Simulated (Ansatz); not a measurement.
TiSb:
Space group P6₃/mmc (No. 194); a = 4.0630 Å, b = 4.0630 Å, c = 6.1634 Å, α = 90.00°, β = 90.00°, γ = 120.00°

```
atom  site  symmetry       x       y       z
----  ----  --------  ------  ------  ------
Ti      2a      -3m.  0.0000  0.0000  0.0000
Sb      2c      -6m2  0.3333  0.6667  0.2500
```

Relaxed at zero pressure with r²SCAN (plane waves, PAW; program Ansatz).

Problem. The volume is lowered by 6 % and shape and atoms relax at that volume. What pressure results, and how do the axes share the change?

Solution. 6.7 GPa; a -2.4 %, b -2.4 %, c -1.2 %; the energy rises by 26 meV/atom.

Problem. Give the new structure.

Solution. 
Space group P6₃/mmc (No. 194); a = b = 3.964 Å, c = 6.088 Å, α = β = 90.00°, γ = 120.00°

```json
[
 {"atom": "Ti", "site": "2a", "symmetry": "-3m.", "x": "0.0000", "y": "0.0000", "z": "0.0000"},
 {"atom": "Sb", "site": "2c", "symmetry": "-6m2", "x": "0.3333", "y": "0.6667", "z": "0.2500"}
]
```

The phase is kept; no other phase was compared at this pressure.

Space group P6_3/mmc (NiAs type). The workflow started from an entry of the Crystallography Open Database (COD). Whether it is the stable phase at ambient conditions was not checked. The r²SCAN relaxation kept the symmetry of its start; its stability against distortions is not shown here. The run is not spin-polarised. Scalar-relativistic: spin–orbit coupling is off unless named, which matters more the heavier the elements.

Potentials: the later of the program's two PAW sets.
